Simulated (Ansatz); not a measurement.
HfO2 in space group P4_2/nmc (No. 137; Hf on 2a, O on 4d), LDA in the plane-wave PAW code Ansatz. The conduction-band minimum lies at Γ, with 1 equivalent valley. Second derivatives d²E/dk² of the lowest band at one valley (eV·Å²), along Cartesian directions:

```tsv
direction	d²E/dk²
[100]	10.04
[010]	10.04
[001]	7.780
[110]	10.04
[101]	8.911
[011]	8.911
```

Task: Find the principal effective masses, the density-of-states mass and the conductivity mass.

Result: Off-diagonal terms follow from H_xy = H[110] − (H_xx + H_yy)/2, and m*/mₑ = 7.620 eV·Å² over each eigenvalue: 0.76, 0.76, 0.98. One valley's DOS mass (m₁m₂m₃)^(1/3) = 0.83, conductivity mass 3/(Σ 1/mᵢ) = 0.82 mₑ.

Task: What effective density of states Nc follows at 300 K for parabolic valleys?

Result: Nc = 2.509e19 × 1 × (0.83)^(3/2) ≈ 1.9e19 cm⁻³.

Task: With the computed static dielectric constant 56.8 (mean of the diagonal), estimate a hydrogenic donor's binding energy and radius.

Result: E = 13.606 eV × 0.82/56.8² ≈ 3.5 meV; a = 0.529 Å × ε/m* ≈ 37 Å. Semilocal masses tend to be too small when the gap is underestimated.

This is a known high-temperature phase of the composition, computed here at zero pressure and temperature. The LDA relaxation kept the symmetry of its start; whether a distortion lowers the energy is not shown. No spin polarisation was allowed. Scalar-relativistic: spin–orbit coupling is off unless named, which matters more the heavier the elements.

Potentials: the earlier of the program's two PAW sets. The files were generated under PBE; for other functionals the program regenerates the frozen cores, and for LDA and PBEsol the local potential too.
